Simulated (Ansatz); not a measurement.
Input file of a DFT run on Lu with Ansatz:

```yaml
crystal:
  lattice:
    - [3.51, 0.0, 0.0]
    - [-1.755, 3.0397491673, 0.0]
    - [0.0, 0.0, 5.56335]
  atoms:
    - { symbol: Lu, position: [0.3333333333, 0.6666666667, 0.75] }
    - { symbol: Lu, position: [0.6666666667, 0.3333333333, 0.25] }
basis:
  ecutwfc: 420
  ecutrho_ratio: 4
kpoints:
  mp_grid: { grid: [14, 14, 8] }
hamiltonian:
  xc: pbesol
scf:
  occupations: { method: gaussian, width: 0.05 }
output:
  forces: true
  stress: true
  eigenvalues: true
relax:
  f_tol: 0.01
  max_steps: 60
  cell: { stress_tol: 0.15 }
```

Q: Before reading the output: what should come out?

A: Final volume 27.47 Å³/atom, energy lowered by 26.9 meV/atom, pressure 0.0 GPa, gap on the mesh zero (metallic) (PBEsol, scalar-relativistic).

What the program printed, in part:

```
band count auto-derived: 31 (N_el = 50.0; filled up to band 25; 30 by the electrons, moments and atoms)
Pseudopotentials: kind: paw
Pseudopotential: Lu, paw, valence charge 25, recommended cutoff 420 eV (normal), Lu.paw.azcp
Crystal: 2 atoms, lattice volume = 59.358 Å³
Basis set: ecut = 420 eV, 1141 PW (Γ), exchange–correlation on 48×48×80 points (8 copies of the dense FFT grid, shifted against one another)
Bands: 31, of which v1, the nominal top of the filled ones, is band 25 counted from 1 (24 counted from 0)
Symmetry: 24 space group operations
Space group: P63/mmc (ITA 194), of the structure as read, at distance tolerance 3.9e-5 Å
k-points: 120 of 1568
Initial density: superposition of atomic densities (neutral atoms: chi_scale 0, normalization atom), corrected by the library's trained network
Initial wavefunctions: pseudopotential atomic-orbital guess
Functional: x = pbesol(κ = 0.804, μ = 0.12346), c = pbesol(β = 0.046)
```

SCF trace (energy estimate counted from the last row; the run made several SCF loops, for ionic steps, more bands or searches for a lower state, numbered loop.iteration):
```tsv
iteration	ΔE (eV)	density residual (eV)
1.1	0.047	1.32e-3
1.2	0.053	1.22e-3
1.3	0.054	3.09e-4
1.4	0.054	3.78e-5
1.5	0.054	1.88e-6
1.6	0.054	1.44e-7
1.7	0.054	3.39e-8
1.8	0.054	2.77e-9
1.9	0.054	3.00e-10
2.1	-1.9e-03	2.79e-3
2.2	-1.1e-03	1.98e-4
2.3	-5.4e-04	2.84e-4
2.4	-4.6e-04	1.56e-5
…	…	…
4.3	0.000	1.94e-7
4.4	0.000	5.07e-9
4.5	0.000	2.78e-10
4.6	0.000	3.90e-11
```

```
SCF converged after 6 iterations
Free energy (F): -29222.972246 eV
E sigma→0 (E₀):  -29222.970774 eV
Entropy (-TS):   -0.002944 eV (-1.472 meV/atom)
Fermi energy:    14.494823 eV
--- Forces (eV/Å), atoms counted from 1 ---
  atom   1  Lu     0.00000000     0.00000000     0.00000000
  atom   2  Lu     0.00000000     0.00000000     0.00000000
--- Stress (GPa, compression-positive) ---
       -0.033700       0.000000       0.000000
        0.000000      -0.033700       0.000000
        0.000000       0.000000      -0.055349
  P = ⅓ Tr σ = -0.0409 GPa (-0.409 kbar)
--- Band table (eV; the first three rows and the last of 120) ---
  k-point 0: bands = ["-41.5000", "-41.4519", "-12.5479", "-12.0218", "-12.0218", "-11.9162", "-11.9162", "-11.8724", "8.3136", "9.6660", "9.6773", "9.6877", "9.7131", "9.7131", "9.7200", "9.7200", "9.7333", "9.7333", "9.7432", "9.7714", "9.7714", "9.7940", "9.7991", "12.0018", "15.4104", "16.7037", "16.7037", "17.2143", "17.5066", "17.5066", "18.0201"]
  k-point 1: bands = ["-41.4982", "-41.4537", "-12.5238", "-12.0178", "-12.0178", "-11.9202", "-11.9202", "-11.8999", "8.4391", "9.6614", "9.6844", "9.6847", "9.7030", "9.7030", "9.7263", "9.7263", "9.7334", "9.7334", "9.7424", "9.7763", "9.7763", "9.7942", "9.7989", "11.8770", "15.3339", "16.6227", "16.6227", "17.0826", "17.3866", "17.3866", "18.2461"]
  k-point 2: bands = ["-41.4930", "-41.4589", "-12.4544", "-12.0064", "-12.0064", "-11.9772", "-11.9318", "-11.9318", "8.8041", "9.6572", "9.6762", "9.6946", "9.6946", "9.6973", "9.7133", "9.7133", "9.7392", "9.7508", "9.7508", "9.7831", "9.7831", "9.7947", "9.7983", "11.4790", "15.2630", "16.5076", "16.5076", "16.7245", "17.1099", "17.1099", "18.7800"]
  k-point 119: bands = ["-41.4529", "-41.4529", "-12.4136", "-12.4136", "-12.2353", "-12.2353", "-11.9870", "-11.9870", "9.7053", "9.7053", "9.7102", "9.7102", "9.7161", "9.7161", "9.7230", "9.7230", "9.7371", "9.7371", "9.7446", "9.7446", "9.7722", "9.7722", "13.5784", "13.5784", "14.2861", "14.2861", "14.9408", "14.9408", "17.9797", "17.9797", "20.1034"]
--- Relaxed structure (3 steps of the walk, 3 accepted, 1 SCFs on fresh bases) ---
  F+E_penalty+E_count = -29222.97224624 eV   max|allowed force component| = 1.631e-16 eV/Å   (the final SCF, on the basis selected at the relaxed cell)
  cell:  # Å, volume = 54.9383 Å³
    - [3.44321, 0.00000, 0.00000]
    - [-1.72161, 2.98191, 0.00000]
    - [0.00000, 0.00000, 5.35077]
  atoms:
    - { symbol: Lu, position: [0.33333, 0.66667, 0.75] }
    - { symbol: Lu, position: [0.66667, 0.33333, 0.25000] }
```

Absolute energies hang on the potentials; compare differences alone.

These numbers lack spin–orbit coupling.
